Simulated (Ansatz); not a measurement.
Fields on a plane of Sn (diamond)

```
Sn
1.0
    0.00000     3.32768     3.32768
    3.32768     0.00000     3.32768
    3.32768     3.32768     0.00000
Sn
2
Direct
  0.25000   0.25000   0.25000
  0.00000   0.00000   0.00000
```

The slice is a {110} plane (indices of the conventional cell) through the point (0.000, 0.000, 0.000) (fractional), spanned by u = [100] and v = [1 -1 -1] in vectors of this cell: u (4.71 Å) and v (6.66 Å, at 90° to u). It covers one period; positions are fractions (u, v).

Atoms on it: Sn at (0.50, 0.75); Sn at (0.00, 0.00).

Computed with PBE (plane waves to 420 eV, PAW, scalar-relativistic; Ansatz, a first-principles code). k mesh 12×12×12. Near the nuclei the fields are pseudised (PAW); where an atom keeps semicore shells as valence, they peak there. Sn was relaxed with its symmetry unable to fall. The relaxed volume of Sn is well above the measured one; the method has no dispersion term.

| v \ u | 0.00 | 0.14 | 0.29 | 0.43 | 0.57 | 0.71 | 0.86 |
|---|---|---|---|---|---|---|---|
| 0.90 | x | x | -1.6 | <-4.0 | <-4.0 | -1.6 | x |
| 0.80 | -1.2 | 0.3 | <-4.0 | x | x | <-4.0 | 0.3 |
| 0.70 | 3.6 | 2.6 | <-4.0 | x | x | <-4.0 | 2.6 |
| 0.60 | 4.2 | 3.6 | 0.0 | <-4.0 | <-4.0 | 0.0 | 3.6 |
| 0.50 | 4.3 | 4.2 | 3.6 | 2.6 | 2.6 | 3.6 | 4.2 |
| 0.40 | 4.2 | 4.3 | 4.2 | 4.1 | 4.1 | 4.2 | 4.3 |
| 0.30 | 3.6 | 3.9 | 4.2 | 4.3 | 4.3 | 4.2 | 3.9 |
| 0.20 | -1.2 | 1.0 | 3.4 | 4.2 | 4.2 | 3.4 | 1.0 |
| 0.10 | x | x | 1.0 | 3.9 | 3.9 | 1.0 | x |
| 0.00 | x | x | -1.1 | 2.5 | 2.5 | -1.1 | x |

Values: electrostatic potential energy of an electron, from the cell's mean, in eV. Points within 1 Å of a nucleus are blanked (x), as the pseudised field means little there. Values under -4 eV are set to -4. The zero, the cell's mean, hangs on the PAW cores.

| v \ u | 0.00 | 0.14 | 0.29 | 0.43 | 0.57 | 0.71 | 0.86 |
|---|---|---|---|---|---|---|---|
| 0.90 | 0.19 | 0.32 | 0.65 | 0.33 | 0.33 | 0.65 | 0.32 |
| 0.80 | 0.39 | 0.58 | 0.35 | x | x | 0.35 | 0.58 |
| 0.70 | 0.16 | 0.34 | 0.33 | x | x | 0.33 | 0.34 |
| 0.60 | 0.02 | 0.12 | 0.37 | 0.33 | 0.33 | 0.37 | 0.12 |
| 0.50 | 0.01 | 0.02 | 0.14 | 0.31 | 0.31 | 0.14 | 0.02 |
| 0.40 | 0.02 | 0.02 | 0.02 | 0.05 | 0.05 | 0.02 | 0.02 |
| 0.30 | 0.16 | 0.10 | 0.03 | 0.01 | 0.01 | 0.02 | 0.10 |
| 0.20 | 0.39 | 0.38 | 0.15 | 0.02 | 0.02 | 0.15 | 0.38 |
| 0.10 | 0.19 | 0.34 | 0.36 | 0.09 | 0.09 | 0.36 | 0.34 |
| 0.00 | x | 0.20 | 0.46 | 0.38 | 0.38 | 0.46 | 0.20 |

Values: electron localisation function (ELF). Points within 0.5 Å of a nucleus are blanked (x), as the pseudised field means little there.
